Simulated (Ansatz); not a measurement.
All numbers below come from Ansatz, DFT r2SCAN, scalar-relativistic, plane waves, PAW.

Structure of ZrIr2:

```
CELL_PARAMETERS angstrom
0.00000 3.69230 3.69230
3.69230 0.00000 3.69230
3.69230 3.69230 0.00000
ATOMIC_POSITIONS crystal
Zr 0.50000 0.50000 0.50000
Zr 0.75000 0.75000 0.75000
Ir 0.12500 0.12500 0.12500
Ir 0.62500 0.12500 0.12500
Ir 0.12500 0.12500 0.62500
Ir 0.12500 0.62500 0.12500
```

Plane waves to 500 eV, a k mesh through Γ of 8×8×8 on the computed 6-atom cell and Gaussian smearing (0.10 eV); no spin polarisation.

Levels along Γ–X–U | K–Γ–L–W–X, in eV from the Fermi level, sorted by energy at each point. Points in fractions of the primitive reciprocal vectors: Γ (0.000 0.000 0.000), X (0.500 0.000 0.500), U (0.625 0.250 0.625), K (0.375 0.375 0.750), L (0.500 0.500 0.500), W (0.500 0.250 0.750).
```
point k (1/Å, with 2π) band 44  band 45  band 46  band 47  band 48  band 49  band 50
    Γ             0.000    -1.01    -0.98    -0.98    -0.98     1.05     1.70     1.70
    -             0.122    -0.85    -0.84    -0.74    -0.74     0.58     1.67     1.67
    -             0.243    -0.75    -0.54    -0.50    -0.50    -0.15     1.49     1.49
    -             0.365    -0.69    -0.52    -0.36    -0.36    -0.27     1.19     1.19
    -             0.486    -0.59    -0.44    -0.44    -0.38    -0.18     1.03     1.03
    -             0.608    -0.70    -0.70    -0.44    -0.35    -0.25     1.14     1.14
    -             0.729    -0.93    -0.93    -0.65    -0.28    -0.18     1.34     1.34
    X             0.851    -1.01    -0.92    -0.92    -0.18    -0.18     1.44     1.44
    -             0.894    -1.04    -0.92    -0.84    -0.17    -0.15     1.43     1.44
    -             0.937    -1.12    -0.89    -0.72    -0.14    -0.07     1.41     1.44
    -             0.980    -1.22    -0.86    -0.60    -0.08     0.04     1.37     1.45
    -             1.023    -1.34    -0.81    -0.49    -0.01     0.16     1.32     1.45
    -             1.066    -1.45    -0.76    -0.38     0.07     0.27     1.27     1.44
    -             1.109    -1.56    -0.70    -0.26     0.17     0.37     1.22     1.41
    U             1.152    -1.67    -0.63    -0.15     0.27     0.46     1.17     1.31
    K             1.152    -1.67    -0.63    -0.15     0.27     0.46     1.17     1.31
    -             1.281    -1.76    -0.48     0.16     0.49     0.51     0.88     1.04
    -             1.409    -1.36    -0.44    -0.02     0.30     0.62     1.00     1.06
    -             1.538    -0.95    -0.54    -0.44     0.16     0.65     1.22     1.23
    -             1.667    -0.70    -0.70    -0.64    -0.17     0.35     1.41     1.43
    -             1.796    -0.84    -0.65    -0.60    -0.39    -0.04     1.55     1.59
    -             1.925    -0.94    -0.92    -0.73    -0.66     0.54     1.66     1.68
    Γ             2.054    -1.01    -0.98    -0.98    -0.98     1.05     1.70     1.70
    -             2.159    -1.02    -0.98    -0.75    -0.75     0.68     1.67     1.67
    -             2.265    -0.91    -0.91    -0.51    -0.51     0.08     1.54     1.54
    -             2.370    -0.83    -0.83    -0.27    -0.24    -0.24     1.25     1.25
    -             2.475    -0.80    -0.80    -0.21     0.04     0.04     0.87     0.87
    -             2.580    -0.74    -0.74     0.04     0.24     0.24     0.51     0.51
    -             2.686    -0.66    -0.66     0.13     0.13     0.38     0.45     0.45
    L             2.791    -0.60    -0.60     0.01     0.01     0.48     0.48     0.58
    -             2.877    -0.67    -0.60     0.08     0.10     0.47     0.49     0.60
    -             2.963    -0.84    -0.60     0.22     0.33     0.45     0.54     0.62
    -             3.049    -1.11    -0.58     0.30     0.42     0.59     0.61     0.68
    -             3.135    -1.46    -0.55     0.25     0.42     0.58     0.86     0.87
    -             3.221    -1.77    -0.49     0.12     0.45     0.55     1.08     1.08
    -             3.307    -1.85    -0.39    -0.06     0.47     0.52     1.23     1.27
    W             3.393    -1.90    -0.24    -0.24     0.50     0.50     1.33     1.33
    -             3.453    -1.85    -0.28    -0.28     0.47     0.47     1.32     1.32
    -             3.514    -1.74    -0.38    -0.38     0.38     0.38     1.31     1.31
    -             3.575    -1.59    -0.50    -0.50     0.25     0.25     1.33     1.33
    -             3.636    -1.43    -0.62    -0.62     0.11     0.11     1.37     1.37
    -             3.696    -1.27    -0.74    -0.74    -0.03    -0.03     1.41     1.41
    -             3.757    -1.11    -0.84    -0.84    -0.14    -0.14     1.43     1.43
    X             3.818    -1.01    -0.92    -0.92    -0.18    -0.18     1.44     1.44
```

Spin-orbit coupling is left out, which matters for the bands of heavy elements.